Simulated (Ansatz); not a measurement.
HfC:
```cif
data_C2Hf2
_chemical_formula_sum 'Hf2 C2'
_space_group_name_H-M_alt 'P63/mmc'
_space_group_IT_number 194
_space_group_name_Hall '-P 6c 2c'
_cell_length_a 3.30550
_cell_length_b 3.30550
_cell_length_c 5.15264
_cell_angle_alpha 90.000
_cell_angle_beta 90.000
_cell_angle_gamma 120.000
loop_
_atom_site_label
_atom_site_type_symbol
_atom_site_symmetry_multiplicity
_atom_site_Wyckoff_symbol
_atom_site_fract_x
_atom_site_fract_y
_atom_site_fract_z
_atom_site_occupancy
Hf1 Hf 2 c 0.33333 0.66667 0.25000 1
C1 C 2 a 0.00000 0.00000 0.00000 1
```

Relaxed with PBEsol.

Question: Which orbitals make up the states near the Fermi level in DFT-PBEsol in the program Ansatz with PAW potentials?

Answer: Within 0.5 eV of the Fermi level: Hf 5d 60 %, C 2p 37 %. Projections are on Löwdin-orthogonalised atomic valence shells; empty p or d shells of many metals are not among them.

Question: Tabulate the density of states.

Answer: States/eV per cell of 4 atoms, in 0.25 eV bins, energy from the Fermi level.

| E (eV) | total | Hf 5d | C 2p | Hf 6s |
|---|---|---|---|---|
| -7.85 | 0.00 | 0.00 | 0.00 | 0.00 |
| -7.60 | 0.00 | 0.00 | 0.00 | 0.00 |
| -7.35 | 0.00 | 0.00 | 0.00 | 0.00 |
| -7.10 | 0.01 | 0.00 | 0.00 | 0.00 |
| -6.85 | 0.05 | 0.02 | 0.02 | 0.00 |
| -6.60 | 0.13 | 0.05 | 0.06 | 0.01 |
| -6.35 | 0.38 | 0.13 | 0.18 | 0.04 |
| -6.10 | 0.64 | 0.22 | 0.31 | 0.06 |
| -5.85 | 0.90 | 0.30 | 0.43 | 0.09 |
| -5.60 | 1.14 | 0.38 | 0.55 | 0.11 |
| -5.35 | 1.70 | 0.59 | 0.82 | 0.16 |
| -5.10 | 1.38 | 0.47 | 0.68 | 0.12 |
| -4.85 | 1.75 | 0.58 | 0.91 | 0.12 |
| -4.60 | 2.18 | 0.69 | 1.21 | 0.13 |
| -4.35 | 2.67 | 0.80 | 1.56 | 0.13 |
| -4.10 | 2.25 | 0.71 | 1.27 | 0.11 |
| -3.85 | 1.96 | 0.77 | 1.05 | 0.05 |
| -3.60 | 3.21 | 1.35 | 1.70 | 0.04 |
| -3.35 | 3.27 | 1.36 | 1.75 | 0.04 |
| -3.10 | 3.69 | 1.52 | 1.99 | 0.06 |
| -2.85 | 3.61 | 1.45 | 2.01 | 0.04 |
| -2.60 | 3.08 | 1.21 | 1.70 | 0.02 |
| -2.35 | 4.78 | 1.79 | 2.69 | 0.03 |
| -2.10 | 2.37 | 1.05 | 1.18 | 0.02 |
| -1.85 | 1.22 | 0.56 | 0.61 | 0.01 |
| -1.60 | 1.05 | 0.47 | 0.53 | 0.00 |
| -1.35 | 1.24 | 0.65 | 0.54 | 0.01 |
| -1.10 | 1.21 | 0.72 | 0.44 | 0.01 |
| -0.85 | 0.85 | 0.54 | 0.28 | 0.01 |
| -0.60 | 0.51 | 0.33 | 0.16 | 0.01 |
| -0.35 | 0.36 | 0.24 | 0.11 | 0.00 |
| -0.10 | 0.43 | 0.28 | 0.14 | 0.00 |
| 0.15 | 0.67 | 0.40 | 0.24 | 0.00 |
| 0.40 | 1.14 | 0.63 | 0.47 | 0.01 |
| 0.65 | 1.96 | 0.98 | 0.89 | 0.02 |
| 0.90 | 2.05 | 0.95 | 1.01 | 0.02 |
| 1.15 | 1.56 | 0.73 | 0.76 | 0.01 |
| 1.40 | 0.96 | 0.58 | 0.33 | 0.01 |
| 1.65 | 0.87 | 0.64 | 0.17 | 0.01 |
| 1.90 | 1.03 | 0.78 | 0.19 | 0.01 |
| 2.15 | 1.11 | 0.87 | 0.18 | 0.01 |
| 2.40 | 1.19 | 0.94 | 0.18 | 0.01 |
| 2.65 | 1.39 | 1.09 | 0.21 | 0.02 |
| 2.90 | 1.50 | 1.17 | 0.23 | 0.02 |
| 3.15 | 1.70 | 1.35 | 0.23 | 0.03 |
| 3.40 | 1.38 | 1.10 | 0.16 | 0.03 |
| 3.65 | 1.57 | 1.24 | 0.19 | 0.04 |
| 3.90 | 2.16 | 1.67 | 0.29 | 0.06 |
| 4.15 | 2.98 | 2.17 | 0.46 | 0.12 |
| 4.40 | 3.35 | 2.41 | 0.52 | 0.16 |
| 4.65 | 3.44 | 2.55 | 0.51 | 0.13 |

Space group P6_3/mmc (NiAs type). The workflow started from a Materials Project entry (that database holds measured and hypothetical structures alike); the Crystallography Open Database copy checked does not list it. It is not the phase usual at ambient conditions (space group No. 225). The PBEsol relaxation kept the symmetry of its start; its stability against distortions is not shown here. The run is not spin-polarised. Spin–orbit coupling is left out wherever it is not named.

Potentials: the later of the program's two PAW sets.
